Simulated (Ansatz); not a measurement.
**ZnS with Sb replacing S: gradients before and after relaxing the atoms**

Start: a supercell of ZnS (space group P6_3mc) built from a structure deposited in the COD (the entry's cell lengths or inner coordinates differ somewhat from later room-temperature determinations), with all atoms left at the host's positions.

```cif
data_Zn18SbS17
_symmetry_space_group_name_H-M 'P31m'
_symmetry_Int_Tables_number 157
_cell_length_a 6.6026
_cell_length_b 6.6026
_cell_length_c 18.6900
_cell_angle_alpha 90.000
_cell_angle_beta 90.000
_cell_angle_gamma 120.000
loop_
_atom_site_label
_atom_site_type_symbol
_atom_site_symmetry_multiplicity
_atom_site_Wyckoff_symbol
_atom_site_fract_x
_atom_site_fract_y
_atom_site_fract_z
Zn1 Zn 1 a 0.0000 0.0000 0.0000
Zn2 Zn 2 b 0.3333 0.6667 0.0000
Zn4 Zn 1 a 0.0000 0.0000 0.5000
Zn5 Zn 2 b 0.3333 0.6667 0.5000
Zn7 Zn 3 c 0.3333 0.3333 0.1667
Zn10 Zn 3 c 0.3333 0.0000 0.6667
Zn13 Zn 3 c 0.3333 0.0000 0.3333
Zn16 Zn 3 c 0.3333 0.3333 0.8333
Sb Sb 1 a 0.0000 0.0000 0.1250
S20 S 2 b 0.3333 0.6667 0.1250
S22 S 1 a 0.0000 0.0000 0.6250
S23 S 2 b 0.3333 0.6667 0.6250
S25 S 3 c 0.3333 0.3333 0.2917
S28 S 3 c 0.3333 0.0000 0.7917
S31 S 3 c 0.3333 0.0000 0.4583
S34 S 3 c 0.3333 0.3333 0.9583
```

One atom of each set is listed.

Computed with Ansatz: DFT, PBE, plane waves and PAW, scalar-relativistic, 420 eV cutoff, Γ-centred 3×3×1 k-points, Fermi–Dirac smearing 0.01 eV, cell charge -1.

The largest force at the start is 1.8 eV/Å. Relaxing the ions at fixed cell moves them by 0.152 Å at most (atom 9, Zn) and 0.067 Å rms.

| site | moved (Å) | first shell before | first shell after | V_zz before (10²¹ V/m²) | η before |
| --- | --- | --- | --- | --- | --- |
| Zn1 | 0.111 | 3 S at 2.33 Å, 1 Sb at 2.34 Å | 3 S at 2.36 Å, 1 Sb at 2.49 Å | -6.12 | 0.00 |
| Zn2 | 0.014 | 4 S at 2.33–2.34 Å | 4 S at 2.31–2.35 Å | -1.03 | 0.00 |
| Zn7 | 0.152 | 3 S at 2.33–2.34 Å, 1 Sb at 2.33 Å | 3 S at 2.29–2.38 Å, 1 Sb at 2.47 Å | -5.87 | 0.35 |
| Zn13 | 0.036 | 4 S at 2.33–2.34 Å | 4 S at 2.30–2.36 Å | 1.35 | 0.30 |
| Zn16 | 0.038 | 4 S at 2.33–2.34 Å | 4 S at 2.28–2.34 Å | -1.32 | 0.10 |
| Sb | 0.042 | 4 Zn at 2.33–2.34 Å | 4 Zn at 2.47–2.49 Å | 4.98 | 0.00 |
| S20 | 0.008 | 4 Zn at 2.33–2.34 Å | 4 Zn at 2.29–2.31 Å | 3.53 | 0.00 |
| S25 | 0.100 | 4 Zn at 2.33–2.34 Å | 4 Zn at 2.30–2.38 Å | -1.79 | 0.05 |
| S28 | 0.052 | 4 Zn at 2.33–2.34 Å | 4 Zn at 2.30–2.34 Å | 0.41 | 0.49 |
| S34 | 0.094 | 4 Zn at 2.33–2.34 Å | 4 Zn at 2.28–2.36 Å | -1.50 | 0.98 |

**Question.** How do the gradients change?

**Answer.** 

```json
{"site": "Zn1", "V_zz after": "-4.34", "η after": "0.00", "change of V_zz": "+1.78"}
{"site": "Zn2", "V_zz after": "-1.68", "η after": "0.00", "change of V_zz": "-0.65"}
{"site": "Zn7", "V_zz after": "-4.05", "η after": "0.97", "change of V_zz": "+1.82"}
{"site": "Zn13", "V_zz after": "1.92", "η after": "0.02", "change of V_zz": "+0.57"}
{"site": "Zn16", "V_zz after": "-2.14", "η after": "0.44", "change of V_zz": "-0.82"}
{"site": "Sb", "V_zz after": "7.69", "η after": "0.00", "change of V_zz": "+2.71"}
{"site": "S20", "V_zz after": "4.30", "η after": "0.00", "change of V_zz": "+0.77"}
{"site": "S25", "V_zz after": "-2.57", "η after": "0.45", "change of V_zz": "-0.78"}
{"site": "S28", "V_zz after": "-0.40", "η after": "0.03", "change of V_zz": "–"}
{"site": "S34", "V_zz after": "1.92", "η after": "0.76", "change of V_zz": "–"}
```

The largest change of V_zz along a kept axis is on Sb, from 4.98 to 7.69. In per cent, |V_zz| changes by -31 to +63 on Zn, +54 on Sb, +22 to +44 on S (all sites that start above 0.5, bar those whose gradient vanishes or changes sign or whose main axis turns by over 40°). Where |V_zz| stays above 0.1 and the axes keep their order, η moves most on Zn7, from 0.35 to 0.97. On S34, S28 the largest principal value lies along another axis in the second run, so the two V_zz can't be compared directly. The table leaves out 6 of the 16 sites, with |V_zz| up to 1.56; their tensors move by 0.47 at most along any direction. The statements above cover all sites. The host's own positions weren't relaxed first, so part of the change far from the defect can be the host's relaxation.

The defect repeats with the cell of 36 atoms, so it feels its images: sites between two images don't show the values beside a lone defect, and zeros or small values of η there can come from the images' arrangement. S and Zn carry a gradient in the pure host already, so the values there aren't the defect's effect alone. A uniform background compensates the cell's charge. Without spin–orbit coupling (the program notes it for Sb) the gradients can shift somewhat, as the gap is small. With these PAW files V_zz is typically within 2 to 3 % of all-electron values, but misses above 10 % occur on Sb.
Before: With a gap of 0.5 eV on this mesh, small gradients can still move by 0.1 × 10²¹ V/m² or more as the k-mesh gets denser. The neighbours have not yet relaxed around the defect (largest force 1.8 eV/Å), so a real crystal will differ.
After: The relaxation keeps the site symmetry 3m of the start, so the impurity can move only along its axis; a start off the site could end lower. With a gap of 0.6 eV on this mesh, small gradients can still move by 0.1 × 10²¹ V/m² or more as the k-mesh gets denser.
